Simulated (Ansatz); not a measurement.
BeS:
```yaml
crystal:
  lattice:
    - [0.00000, 2.43804, 2.43804]
    - [2.43804, 0.00000, 2.43804]
    - [2.43804, 2.43804, 0.00000]
  atoms:
    - { symbol: Be, position: [0.50000, 0.50000, 0.50000] }
    - { symbol: S, position: [0.25000, 0.25000, 0.25000] }
```

This is the PBE-relaxed structure. Cartesian axes are those of the cell as given.

### Question
All from PBE in the plane-wave PAW code Ansatz, unless another level is named. Predict the zero-point energy.

### Answer
74.0 meV/atom.

### Question
And the vibrational entropy at 300 K?

### Answer
15.3 J/(K·mol of atoms).

### Question
And the piezoelectric stress constants (proper, relaxed ions, C/m²)?

### Answer
e14 = e25 = e36 = 0.23.

### Question
Next, the Hill bulk and shear moduli?

### Answer
93.0 and 66.5 GPa.

Space group F-43m (zinc blende). The PBE relaxation kept the symmetry of its start; phonons on a q-mesh show no instability. The volume moved by 29 % from the start of the relaxation.

Potentials: the later of the program's two PAW sets.
